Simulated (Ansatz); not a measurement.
SrTe (rock salt, Fm-3m), the program Ansatz at the LDA level (PAW). The conduction-band minimum lies at X, with 3 equivalent valleys. Second derivatives d²E/dk² of the lowest band at one valley (eV·Å²), along Cartesian directions:

| direction | d²E/dk² |
|---|---|
| [100] | 5.934 |
| [010] | 32.67 |
| [001] | 32.67 |
| [110] | 19.31 |
| [101] | 19.31 |
| [011] | 32.64 |

### Question
Find the principal effective masses, the density-of-states mass and the conductivity mass.

### Answer
Off-diagonal terms follow from H_xy = H[110] − (H_xx + H_yy)/2, and m*/mₑ = 7.620 eV·Å² over each eigenvalue: 0.23, 0.23, 1.3. One valley's DOS mass (m₁m₂m₃)^(1/3) = 0.41, conductivity mass 3/(Σ 1/mᵢ) = 0.32 mₑ.

### Question
What effective density of states Nc follows at 300 K for parabolic valleys?

### Answer
Nc = 2.509e19 × 3 × (0.41)^(3/2) ≈ 2.0e19 cm⁻³.

Symmetry was held in the LDA relaxation. Scalar-relativistic: spin–orbit coupling is off unless named, which matters more the heavier the elements.

Potentials: the later of the program's two PAW sets.

Edges and masses are those of Kohn–Sham bands, whose gap is no quasiparticle gap.
